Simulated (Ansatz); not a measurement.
Eigenvalues along a path: As (sc type)

```
CELL_PARAMETERS angstrom
2.67247 0.00000 0.00000
0.00000 2.67247 0.00000
0.00000 0.00000 2.67247
ATOMIC_POSITIONS crystal
As 0.00000 0.00000 0.00000
```

The cell comes from a relaxation on PAW files under the same functional, begun from a prototype that needn't be the stable phase.

All numbers are LDA results (scalar-relativistic) from Ansatz 0.2.0, with a Γ-centred 15×15×15 k mesh, Fermi–Dirac smearing of 0.08 eV, no spin polarisation. Methods: LAPW: all electrons, basis error target 1 meV/atom.

Path points, in fractions of the reciprocal vectors: Γ (0.000, 0.000, 0.000), X (0.000, 0.500, 0.000), M (0.500, 0.500, 0.000), R (0.500, 0.500, 0.500). The distance column jumps between branches of the path. Levels in eV from the Fermi level; bands 10 to 14, counted from the lowest band of the run. The gap is zero, the pressure -0.01 GPa.

```
# k(1/Å) point b10 b11 b12 b13 b14
0.000 Γ -15.35 4.20 4.20 4.20 8.70
0.168 - -15.26 2.95 4.28 4.28 8.79
0.336 - -14.97 0.74 4.54 4.54 9.05
0.504 - -14.50 -1.50 4.94 4.94 9.48
0.672 - -13.86 -3.56 5.44 5.44 10.05
0.840 - -13.12 -5.34 5.97 5.97 10.71
1.008 - -12.41 -6.68 6.41 6.41 11.32
1.176 X -12.08 -7.23 6.59 6.59 11.59
1.343 - -11.98 -7.13 5.53 6.67 12.30
1.511 - -11.69 -6.86 3.49 6.91 9.86
1.679 - -11.21 -6.42 1.34 7.30 7.59
1.847 - -10.57 -5.85 -0.70 5.59 7.78
2.015 - -9.79 -5.22 -2.48 3.94 8.28
2.183 - -9.03 -4.68 -3.87 2.78 8.68
2.351 M -8.66 -4.45 -4.45 2.34 8.84
2.589 - -9.39 -4.23 -3.98 3.22 8.52
2.826 - -10.87 -3.56 -3.04 5.55 7.70
3.064 - -12.37 -2.47 -1.85 6.66 8.77
3.301 - -13.64 -0.98 -0.39 5.67 10.84
3.539 - -14.58 0.87 1.34 4.87 10.01
3.776 - -15.16 2.91 3.16 4.37 9.25
4.014 Γ -15.35 4.20 4.20 4.20 8.70
4.304 - -15.06 3.00 3.00 3.39 10.45
4.595 - -14.20 1.22 1.22 1.99 13.87
4.886 - -12.78 -0.22 -0.22 0.83 12.53
5.177 - -10.87 -1.18 -1.18 0.05 9.56
5.468 - -8.60 -1.70 -1.70 -0.47 7.13
5.759 - -6.25 -1.89 -1.89 -1.18 5.95
6.050 R -4.88 -1.91 -1.91 -1.91 5.94
6.287 - -5.83 -2.31 -1.69 -1.17 5.70
6.525 - -7.48 -3.30 -1.03 0.04 5.78
6.762 - -9.05 -4.51 0.07 1.33 6.53
7.000 - -10.35 -5.63 1.56 2.77 7.86
7.237 - -11.30 -6.50 3.40 4.36 9.68
7.475 - -11.88 -7.04 5.39 5.87 11.95
7.712 X -12.08 -7.23 6.59 6.59 11.59
9.375 R -4.88 -1.91 -1.91 -1.91 5.94
9.543 - -5.38 -2.11 -2.11 -1.21 5.50
9.710 - -6.27 -2.59 -2.59 0.29 4.68
9.878 - -7.10 -3.16 -3.16 2.12 3.88
10.046 - -7.78 -3.69 -3.69 3.22 4.13
10.214 - -8.26 -4.10 -4.10 2.73 6.18
10.382 - -8.56 -4.36 -4.36 2.44 8.00
10.550 M -8.66 -4.45 -4.45 2.34 8.84
```
